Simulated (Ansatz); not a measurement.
Co (hcp type), DFT, PBEsol, PAW with Ansatz's default frozen-core files, scalar-relativistic (Ansatz 0.2.0), on 1 thread of Arm Neoverse V2 (shared host).

Command: `ansatz run input.yaml --threads 1 --pin off --max-ram 3072MiB --backend cpu --events-out ev --progress --plain --runs-dir out`

```yaml
crystal:
  lattice:
    - [2.2807513599, 0.0, 0.0]
    - [-1.14037568, 1.9751886174, 0.0]
    - [0.0, 0.0, 3.6867468571]
  atoms:
    - { symbol: Co, position: [0.3333333333, 0.6666666667, 0.25], spin: 1.7 }
    - { symbol: Co, position: [0.6666666667, 0.3333333333, 0.75], spin: 1.7 }
magnetization:
  spin_polarized: true
kpoints:
  mp_grid: { grid: [17, 17, 9] }
scf:
  occupations: { method: fermi_dirac, width: 0.1 }
hamiltonian:
  xc: pbesol
  pseudopotentials: { kind: paw }
output:
  forces: true
  stress: true
relax:
  f_tol: 0.005
  max_steps: 30
  cell: { stress_tol: 0.11, fix: [volume] }
```

Problem. How large is the problem that the program sets up?

Solution. 165 irreducible k-points, 313 plane waves at Γ, 23 bands.

Problem. About how long does it take?

Solution. 28 s of wall time for 27 SCF iterations over 3 geometries. Times on shared machines scatter by tens of per cent.
